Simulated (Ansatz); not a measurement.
MoSeS:
Space group P-3m1 (No. 164); a = b = 3.2426 Å, c = 12.9497 Å, α = β = 90.00°, γ = 120.00°

```
atom  site  symmetry       x       y       z
----  ----  --------  ------  ------  ------
Mo      2c       3m.  0.0000  0.0000  0.2626
Se      2d       3m.  0.3333  0.6667  0.1323
S       2d       3m.  0.3333  0.6667  0.3799
```

Relaxed with r²SCAN+D4.

Task: Give the optical modes at the zone centre with their infrared activity from DFPT, DFT-r²SCAN+D4 in the program Ansatz with PAW potentials.

Result: Transverse frequencies, without the LO–TO term; a row sums one degenerate level.

| ω (cm⁻¹) | degeneracy | IR ((D/Å)²/amu) | activity | symmetry |
|---|---|---|---|---|
| 20 | 2 | 0.00 | IR-inactive | Eg |
| 40 | 1 | 0.00 | IR-inactive | A1g |
| 207 | 2 | 0.77 | IR | Eu |
| 208 | 2 | 0.00 | IR-inactive | Eg |
| 294 | 1 | 0.03 | IR | A2u |
| 297 | 1 | 0.00 | IR-inactive | A1g |
| 352 | 2 | 1.98 | IR | Eu |
| 353 | 2 | 0.00 | IR-inactive | Eg |
| 441 | 1 | 0.18 | IR | A2u |
| 446 | 1 | 0.00 | IR-inactive | A1g |

Task: How high does the top mode go among those that the LO–TO term moves?

Result: 354 cm⁻¹ for q along x, 354 cm⁻¹ for q along y.

The workflow started from a Materials Project entry (that database holds measured and hypothetical structures alike); the Crystallography Open Database copy checked does not list it. Its standing as an ambient phase is unchecked. The cell was relaxed with r²SCAN+D4 under the symmetry of its start; whether a distortion lowers the energy is not shown. The run is not spin-polarised.

Potentials: the later of the program's two PAW sets.
